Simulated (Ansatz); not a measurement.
Method: DFT PBE, scalar-relativistic, plane waves, PAW in Ansatz. Settings: cutoff 420 eV, Γ-centred meshes spaced at most about 0.3 Å⁻¹, and about 0.25 Å⁻¹ or finer for metals (2π included), Gaussian smearing. Collinear spin in cells that started with moments and kept them past the coarse steps, no spin elsewhere.

All energies are static (0 K, no zero-point motion).

Two forms of ZrInS₃ were relaxed alike.

A. (site moments Zr 0.4 μB)

```
CELL_PARAMETERS angstrom
4.43300 0.00000 0.00000
0.00000 4.43300 0.00000
0.00000 0.00000 6.42060
ATOMIC_POSITIONS crystal
Zr 0.00000 0.00000 0.22659
In 0.50000 0.50000 0.64602
S 0.50000 0.50000 0.02633
S 0.00000 0.50000 0.43448
S 0.50000 0.00000 0.43448
```

B. (no spin)

```
CELL_PARAMETERS angstrom
5.03220 0.00000 0.00000
0.00000 5.03220 0.00000
0.00000 0.00000 5.03220
ATOMIC_POSITIONS crystal
Zr 0.50000 0.50000 0.50000
In 0.00000 0.00000 0.00000
S 0.50000 0.50000 0.00000
S 0.00000 0.50000 0.50000
S 0.50000 0.00000 0.50000
```

Task: Which form is favoured at zero pressure, and by what margin per atom?

Result: B is lower, by 152 meV/atom. A has space group P4mm (No. 99), 25.2 Å³/atom and no gap on its mesh; B has the cubic perovskite type, space group Pm-3m (No. 221), 25.5 Å³/atom and no gap. Counting S atoms around In and Zr (those within 1.25 times the shortest such distance or 1.15 times the sum of covalent radii; the shortest distance is added where it is long for a bond), A has Zr 4, In 5 and B has Zr 6, In 12 from 3.6 Å. Their magnetic states differ too. In A, around Zr lie 4 S at 2.59 Å; around In lie 1 S at 2.44 Å and 4 S at 2.60 Å; S on a site of symmetry 4mm has 1 In at 2.44 Å; 1 more site not described. In B, around Zr lie 6 S at 2.52 Å; around In lie 12 S at 3.56 Å (long contacts); around S lie 2 Zr at 2.52 Å, 4 In at 3.56 Å and 8 S at 3.56 Å. Both come from invented guesses.

In Pm-3m an odd number of electrons in the primitive cell allows no gap without spin; a larger cell or a magnetic state could open one. Another magnetic order may lie lower. Cells relaxed within their symmetry can be saddle points.
